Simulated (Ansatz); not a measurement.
Relaxed-ion elastic tensor of TePd (CsCl type, space group No. 221) in GPa (Voigt order), PBEsol in the plane-wave PAW code Ansatz; density 9.95 g/cm³, 19.52 Å³ per atom.

```
     1    2    3     4     5     6
-  ---  ---  ---  ----  ----  ----
1  135  116  116   0.0   0.0   0.0
2  116  135  116   0.0   0.0   0.0
3  116  116  135   0.0   0.0   0.0
4  0.0  0.0  0.0  36.0   0.0   0.0
5  0.0  0.0  0.0   0.0  36.0   0.0
6  0.0  0.0  0.0   0.0   0.0  36.0
```

Question: Is the crystal mechanically stable?

Answer: Yes: the smallest eigenvalue of C is 19.5 GPa.

Question: Work out the Voigt, Reuss and Hill averages.

Answer: K_V = 122, K_R = 122, K_H = 122; G_V = 25.5, G_R = 17.3, G_H = 21.4 GPa.

Question: Give Young's modulus, Poisson's ratio, Pugh's ratio and the universal anisotropy index.

Answer: E = 9KG/(3K + G) = 60.7 GPa; ν = 0.42; K/G = 5.71 (ductile by the Pugh limit of 1.75); A_U = 5G_V/G_R + K_V/K_R − 6 = 2.36.

Question: Estimate the sound speeds and the Debye temperature.

Answer: v_l = √((K + 4G/3)/ρ) = 3890 m/s, v_t = √(G/ρ) = 1470 m/s, mean 1660 m/s; Θ = (h/k)(3n/4πV)^(1/3) v_m = 184 K.

Question: Give the Zener ratio and Young's modulus along [100], [110] and [111].

Answer: A = 2C44/(C11 − C12) = 3.69; 1/E = S11 − 2(S11 − S12 − S44/2)Γ with Γ = 0, 1/4, 1/3 gives 28.5, 61.0, 98.3 GPa.

Space group Pm-3m (CsCl type). A made-up cell: these elements were put on the sites of a structure type; neither database checked (COD, Materials Project) lists it. COD files the formula under space group No. 194. Its standing as an ambient phase is unchecked. Symmetry was held in the PBEsol relaxation; whether a distortion lowers the energy is not shown. No spin polarisation was allowed. As this level gives no gap, shear constants depend on the k-mesh and smearing (Fermi–Dirac, 0.1 eV here). Spin–orbit coupling is left out wherever it is not named.

Potentials: the earlier of the program's two PAW sets. The files were generated under PBE; for other functionals the program regenerates the frozen cores, and for LDA and PBEsol the local potential too.
